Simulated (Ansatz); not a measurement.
**Pb (fcc)**

Computed with Ansatz (plane waves, PAW, 420 eV cutoff): PBEsol, scalar-relativistic, no spin polarisation, 14×14×14 k-mesh, Gaussian smearing of 0.05 eV. The datasets are Ansatz's generated set soft_2.

```cif
data_structure
_symmetry_space_group_name_H-M 'P 1'
_symmetry_Int_Tables_number 1
_cell_length_a 3.4888
_cell_length_b 3.4888
_cell_length_c 3.4888
_cell_angle_alpha 60.000
_cell_angle_beta 60.000
_cell_angle_gamma 60.000
_cell_volume 30.03
loop_
_atom_site_label
_atom_site_type_symbol
_atom_site_fract_x
_atom_site_fract_y
_atom_site_fract_z
_atom_site_occupancy
Pb1 Pb 0.00000 0.00000 0.00000 1
```

Path: Γ–X–U | K–Γ–L–W–X, with Γ = (0.000, 0.000, 0.000), X = (0.500, 0.000, 0.500), U = (0.625, 0.250, 0.625), K = (0.375, 0.375, 0.750), L = (0.500, 0.500, 0.500), W = (0.500, 0.250, 0.750) in reciprocal vectors of the calculation's cell.

Problem. Is it a metal or an insulator, and if it has a gap, where are the band edges on this path?

Solution. A metal: bands cross the Fermi level.

Bands as a text map, energy in eV from the Fermi level (dashes), each leg drawn with the same width:
```
  5.57 |  *   * **        *          ****             * 
  5.14 |  *    *                 *       *             *
  4.71 |   *                 *                          
  4.29 |                 *  *            **             
  3.86 |                                                
  3.43 |   **           *                  *            
  3.00 |              **          *                     
  2.57 |     *      **      *             *             
  2.14 |      ******       *                *         **
  1.71 |        *                                    *  
  1.29 |    *    *                         * *      *   
  0.86 |          *       *        *               *    
  0.43 |           *       *                  * ****    
  0.00 |------------------------------------*--*--*-----
 -0.43 |            *                            *      
 -0.86 |     *       *   **                  *          
 -1.29 |              **            *         ***       
 -1.71 |                **                    * *       
 -2.14 |                                     *   *      
 -2.57 |      *      ***                          *     
 -3.00 |          ***                *      *      **   
 -3.43 |       ***                         *         ***
 -3.86 |                                  *             
 -4.29 |                              ****              
 -4.71 |                                                
 -5.14 |                                                
 -5.57 |                                                
 -6.00 |                                                
        Γ      X      UK       Γ       L       W       X
```

These numbers lack spin–orbit coupling.
